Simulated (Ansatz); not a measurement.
Os (hcp, Mg type)

```
Os
1.0
    5.47669     0.00000     0.00000
   -1.36917     2.37148     0.00000
    0.00000     0.00000     4.31593
Os
4
Direct
  0.16667   0.66667   0.75000
  0.66667   0.66667   0.75000
  0.33333   0.33333   0.25000
  0.83333   0.33333   0.25000
```

In each cell atom 1 (Os, nearest neighbour Os at 2.675 Å; its periodic images, 2.7 Å or more away, move with it) moves by s·(0.577, 0.577, 0.577) (along Cartesian [111]), the rest being held.

Method: r2SCAN (plane waves to 500 eV, PAW, scalar-relativistic; Ansatz, a quantum-chemistry and plane-wave program). k mesh 8×16×9 (Γ-centred), Fermi-Dirac smearing 0.05 eV. The energy includes the smearing's −TS. Left out: 3 of 11 points, with atoms too close for the PAW data. With partly filled bands, energies and forces of such displacements shift with the k mesh and the smearing. Os is run without spin polarisation. Os was relaxed with its symmetry unable to fall. Spin-orbit coupling is left out, though Os is heavy. The zero of ΔE is the undisplaced structure. The last digit holds for this mesh only.

| s (Å) | ΔE (meV/cell) |
|---|---|
| -0.480 | withheld |
| -0.320 | 917.9 |
| -0.160 | 210.0 |
| 0.000 | 0.0 |
| 0.160 | 203.9 |
| 0.320 | 871.6 |
| 0.480 | 2154.8 |
| 0.640 | 4174.4 |

### Question
Fit a polynomial form (powers 2, 3, 4) to the given rows and predict ΔE at s = -0.480.

### Answer
Least squares on the 7 given rows: ΔE = (8245)·s² + (-427.9)·s³ + (5442)·s⁴, in meV/cell with s in Å; root-mean-square residual 9.05 meV/cell. At -0.480 the fit gives 2235.9 meV/cell; the calculation gives 2376.7 meV/cell, so the extrapolation is off by -140.8 (-5.9 %). The quadratic term alone would give 1899.6 meV/cell.

(For displaced atoms, the force is minus the slope of the energy, and its curvature is a force constant, which sets phonon frequencies.)
